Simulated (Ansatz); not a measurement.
Relaxed-ion elastic tensor of V$_{2}$SiN in space group P6_3/mmc (No. 194; V on 4f, Si on 2d, N on 2a) in GPa (Voigt order), plane-wave PAW PBEsol (Ansatz code); density 5.49 g/cm³, 10.88 Å³ per atom.

```tsv
	1	2	3	4	5	6
1	315	144	181	0.0	0.0	0.0
2	144	315	181	0.0	0.0	0.0
3	181	181	371	0.0	0.0	0.0
4	0.0	0.0	0.0	152	0.0	0.0
5	0.0	0.0	0.0	0.0	152	0.0
6	0.0	0.0	0.0	0.0	0.0	85.3
```

Task: Is the crystal mechanically stable?

Result: Yes: the smallest eigenvalue of C is 85.3 GPa.

Task: Work out the Voigt, Reuss and Hill averages.

Result: K_V = 224, K_R = 220, K_H = 222; G_V = 111, G_R = 101, G_H = 106 GPa.

Task: Give Young's modulus, Poisson's ratio, Pugh's ratio and the universal anisotropy index.

Result: E = 9KG/(3K + G) = 274 GPa; ν = 0.29; K/G = 2.09 (ductile by the Pugh limit of 1.75); A_U = 5G_V/G_R + K_V/K_R − 6 = 0.50.

Task: Estimate the sound speeds and the Debye temperature.

Result: v_l = √((K + 4G/3)/ρ) = 8130 m/s, v_t = √(G/ρ) = 4390 m/s, mean 4900 m/s; Θ = (h/k)(3n/4πV)^(1/3) v_m = 659 K.

Task: Solve the Christoffel equation for the three sound speeds along x, y, z.

Result: Eigenvalues of C_ijkl n_j n_l equal ρv². In km/s, slowest first: x 3.94, 5.26, 7.57; y 3.94, 5.26, 7.57; z 5.26, 5.26, 8.22.

Task: How much does each axis shrink under pressure?

Result: Linear compressibilities β_i = Σ_j S_ij (j = 1 to 3): x 1.8, y 1.8, z 0.92 per TPa.

The start of the workflow was typed in or built on a structure type; neither database checked (COD, Materials Project) lists it. Whether it is the stable phase at ambient conditions was not checked. The cell was relaxed with PBEsol under the symmetry of its start; its stability against distortions is not shown here. The workflow began spin-polarised and lost its moments. As this level gives no gap, shear constants depend on the k-mesh and smearing (Fermi–Dirac, 0.1 eV here). On the denser mesh and wider smearing of the elastic run this cell carries a stress of 0.4 GPa.

Potentials: the later of the program's two PAW sets.
